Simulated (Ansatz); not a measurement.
## AlGa$_{3}$N$_{4}$: computed property card

AlGa$_{3}$N$_{4}$:
```xyz
8
Lattice="3.1952 0.0000 0.0000 -1.5976 2.7671 0.0000 0.0000 0.0000 10.3876" Properties=species:S:1:pos:R:3 pbc="T T T"
Ga     1.5976     0.9224     0.0255
N      1.5976     0.9224     2.0017
Ga     0.0000     0.0000     2.6536
N      0.0000     0.0000     4.6307
Ga     1.5976     0.9224     5.2863
N      1.5976     0.9224     7.2691
Al     0.0000     0.0000     7.8427
N      0.0000     0.0000     9.7496
```

Space group P3m1 (No. 156); conventional cell a = 3.1952 Å, b = 3.1952 Å, c = 10.3876 Å, α = 90.00°, β = 90.00°, γ = 120.00°.

Method: the program Ansatz at the PBE level (PAW). The cell and atoms are relaxed at this level. Other levels are named where they apply.

Cell and energy:

| Quantity | Value |
|---|---|
| Volume per atom | 11.48 Å³ |
| Density | 5.28 g/cm³ |
| Formation energy from the elements (no fitted shifts) | -0.66 eV/atom |

Electronic structure:

| Property | Value |
|---|---|
| Band gap | 2.14 eV (direct) |
| Valence-band maximum | at Γ |
| Conduction-band minimum | at Γ |
| Electron effective mass | 0.19 mₑ (isotropic) |
| Electron effective mass with spin–orbit coupling | 0.19 mₑ (isotropic) |
| Hole effective mass, band 1 of 2 at the edge | 2.1 along x, 3.7 along z (mₑ) |
| Hole effective mass, band 2 of 2 at the edge | 0.20 along x, 3.7 along z (mₑ) |
| Hole effective mass with spin–orbit coupling | 0.43, 0.43, 3.9 mₑ (principal values) |
| Gap with spin–orbit coupling | 2.13 eV |

Mechanics:

| Property | Result |
|---|---|
| Bulk modulus (Birch–Murnaghan fit) | 177 GPa |
| Pressure derivative B′ | 4.3 |

The start of the workflow was typed in or built on a structure type; neither database checked (COD, Materials Project) lists it. Whether it is the stable phase at ambient conditions was not checked. The PBE relaxation kept the symmetry of its start; its stability against distortions is not shown here. The references are the lowest solids computed at this level, not always the standard phases (solids in place of the gases). Spin–orbit coupling is left out wherever it is not named.

Potentials: the earlier of the program's two PAW sets.
